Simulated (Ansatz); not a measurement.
TeO₂:
```yaml
crystal:
  lattice:
    - [0.00000, 2.69288, 2.69288]
    - [2.69288, 0.00000, 2.69288]
    - [2.69288, 2.69288, 0.00000]
  atoms:
    - { symbol: Te, position: [0.00000, 0.00000, 0.00000] }
    - { symbol: O, position: [0.25000, 0.25000, 0.25000] }
    - { symbol: O, position: [0.75000, 0.75000, 0.75000] }
```

PBE in the plane-wave PAW code Ansatz gives a gap of 0.82 eV without spin–orbit coupling, maximum at L, minimum on the Γ–X line, 60 % of the way from Γ.

Question: What happens when spin–orbit coupling is switched on?

Answer: The gap shrinks by 0.05 eV, to 0.77 eV; maximum at L, minimum on the Γ–X line, 60 % of the way from Γ.

Question: Give the electron effective mass with spin–orbit coupling.

Answer: 0.23, 0.23, 0.94 mₑ (principal values).

Question: Give the hole effective mass with spin–orbit coupling.

Answer: 0.98, 1.3, 1.3 mₑ (principal values).

Question: Give the Z2 indices of the occupied bands with spin–orbit coupling.

Answer: 0;(000).

Space group Fm-3m (fluorite). The cell is a constructed one: a structure type filled with these elements; neither database checked (COD, Materials Project) lists it. COD files the formula under space group No. 19, 61, 92, 136, so this cell is another polymorph or a model. Whether it is the stable phase at ambient conditions was not checked. Symmetry was held in the PBE relaxation; its stability against distortions is not shown here.

Potentials: the later of the program's two PAW sets.
